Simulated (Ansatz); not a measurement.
Geometry optimisation in Ansatz: input, command and trajectory.

```yaml
crystal:
  lattice:
    - [4.8694357367, 0.0, 0.0]
    - [0.0, 4.8694357367, 0.0]
    - [0.0, 0.0, 4.8694357367]
  atoms:
    - { symbol: Ga, position: [0.0928160875, 0.0928160875, 0.0928160875] }
    - { symbol: Ga, position: [0.4071839125, 0.9071839125, 0.5928160875] }
    - { symbol: Ga, position: [0.9071839125, 0.5928160875, 0.4071839125] }
    - { symbol: Ga, position: [0.5928160875, 0.4071839125, 0.9071839125] }
    - { symbol: Pt, position: [0.3991671689, 0.3991671689, 0.3991671689] }
    - { symbol: Pt, position: [0.1008328311, 0.6008328311, 0.8991671689] }
    - { symbol: Pt, position: [0.6008328311, 0.8991671689, 0.1008328311] }
    - { symbol: Pt, position: [0.8991671689, 0.1008328311, 0.6008328311] }
basis:
  ecutwfc: 500
kpoints:
  mp_grid: { grid: [8, 8, 8] }
hamiltonian:
  xc: r2scan
scf:
  occupations: { method: gaussian, width: 0.1 }
output:
  forces: true
  stress: true
  eigenvalues: true
  write_density: true
  write_potential: true
  elf: true
  volumetric_format: npy
relax:
  adjacent_minimum: "off"
  f_tol: 0.01
  max_steps: 30
```

```bash
ansatz run input.yaml --threads 2 --pin off --max-ram 5120MiB --backend cpu --events-out ev --progress --plain --runs-dir out
```

Level of theory: DFT r2SCAN, scalar-relativistic, plane waves, PAW in Ansatz 0.2.0.

The volume is held at 0.97 times that of the relaxed cell.

Of 3 frames 3 are shown, positions in Å and forces in eV/Å; the SCF threshold varies from step to step.

```xyz
8
Lattice="4.8694 0.0000 0.0000 0.0000 4.8694 0.0000 0.0000 0.0000 4.8694" Properties=species:S:1:pos:R:3:forces:R:3 pbc="T T T" step=1 free_energy_over_end_meV_per_atom=0.14
Ga    0.4520    0.4520    0.4520    0.0292    0.0292    0.0292
Ga    1.9828    4.4175    2.8867   -0.0292   -0.0292    0.0292
Ga    4.4175    2.8867    1.9828   -0.0292    0.0292   -0.0292
Ga    2.8867    1.9828    4.4175    0.0292   -0.0292   -0.0292
Pt    1.9437    1.9437    1.9437    0.0216    0.0216    0.0216
Pt    0.4910    2.9257    4.3784   -0.0216   -0.0216    0.0216
Pt    2.9257    4.3784    0.4910   -0.0216    0.0216   -0.0216
Pt    4.3784    0.4910    2.9257    0.0216   -0.0216   -0.0216
8
Lattice="4.8694 0.0000 0.0000 0.0000 4.8694 0.0000 0.0000 0.0000 4.8694" Properties=species:S:1:pos:R:3:forces:R:3 pbc="T T T" step=2 free_energy_over_end_meV_per_atom=0.04
Ga    0.4540    0.4540    0.4540    0.0091    0.0091    0.0091
Ga    1.9808    4.4155    2.8887   -0.0091   -0.0091    0.0091
Ga    4.4155    2.8887    1.9808   -0.0091    0.0091   -0.0091
Ga    2.8887    1.9808    4.4155    0.0091   -0.0091   -0.0091
Pt    1.9453    1.9453    1.9453    0.0145    0.0145    0.0145
Pt    0.4894    2.9241    4.3800   -0.0145   -0.0145    0.0145
Pt    2.9241    4.3800    0.4894   -0.0145    0.0145   -0.0145
Pt    4.3800    0.4894    2.9241    0.0145   -0.0145   -0.0145
8
Lattice="4.8694 0.0000 0.0000 0.0000 4.8694 0.0000 0.0000 0.0000 4.8694" Properties=species:S:1:pos:R:3:forces:R:3 pbc="T T T" step=3 free_energy_over_end_meV_per_atom=0.00
Ga    0.4550    0.4550    0.4550   -0.0013   -0.0013   -0.0013
Ga    1.9797    4.4144    2.8897    0.0013    0.0013   -0.0013
Ga    4.4144    2.8897    1.9797    0.0013   -0.0013    0.0013
Ga    2.8897    1.9797    4.4144   -0.0013    0.0013    0.0013
Pt    1.9481    1.9481    1.9481    0.0013    0.0013    0.0013
Pt    0.4866    2.9213    4.3828   -0.0013   -0.0013    0.0013
Pt    2.9213    4.3828    0.4866   -0.0013    0.0013   -0.0013
Pt    4.3828    0.4866    2.9213    0.0013   -0.0013   -0.0013
```

It took 110 s on 2 threads of Intel(R) Xeon(R) Platinum 8488C (Sapphire Rapids), on a shared host, peak memory 1 GiB.

Spin–orbit coupling is left out, which can shift energies with elements as heavy as these.